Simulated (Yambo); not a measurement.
## How GW settings move the gap: CdS

G0W0@PBEsol for CdS (wurtzite, space group P6_3mc, No. 186) in Yambo. Reference settings: 3×3×2 Γ-centred k mesh, bands 17 to 236 and a 6 Ry block in the screening, 236 bands in G with the Bruneval-Gonze terminator, plasmon pole fitted at 27.2 eV. The PBEsol gap Γ → Γ on this mesh is 1.08 eV; G0W0 gaps are taken between the same points.

```tsv
change from the reference	G0W0 gap Γ → Γ (eV)	shift of the valence edge (eV)	rough Yambo cost
reference settings	2.19	-0.65	1
106 bands in W, 106 bands in G	2.34	-0.41	about 1/2
162 bands in W, 162 bands in G	2.25	-0.56	within a factor of two
106 bands in G	2.21	-0.55	–
162 bands in G	2.19	-0.62	–
5 Ry block	2.19	-0.64	within a factor of two
1 Ry block	2.03	-0.36	within a factor of two
3 Ry block	2.06	-0.49	within a factor of two
pole fitted at 40 eV	2.20	-0.69	–
no random integration	2.15	-0.45	–
3×3×1 mesh	2.05	-0.53	about 1/3
162 bands in G, no terminator	2.10	-0.34	–
106 bands in G, no terminator	2.09	-0.04	–
no terminator	2.13	-0.49	–
```

The reference isn't shown to be the converged limit. Costs are rough (shared machines), scaled to the same edge states, and given only for runs that recompute the screening.

Spin-orbit coupling is included.

Geometry relaxed with PBEsol; primitive cell a = 4.1251 Å, b = 4.1251 Å, c = 6.7092 Å, α = 90.00°, β = 90.00°, γ = 120.00°.

A shift is the quasiparticle energy of the state minus its PBEsol energy.
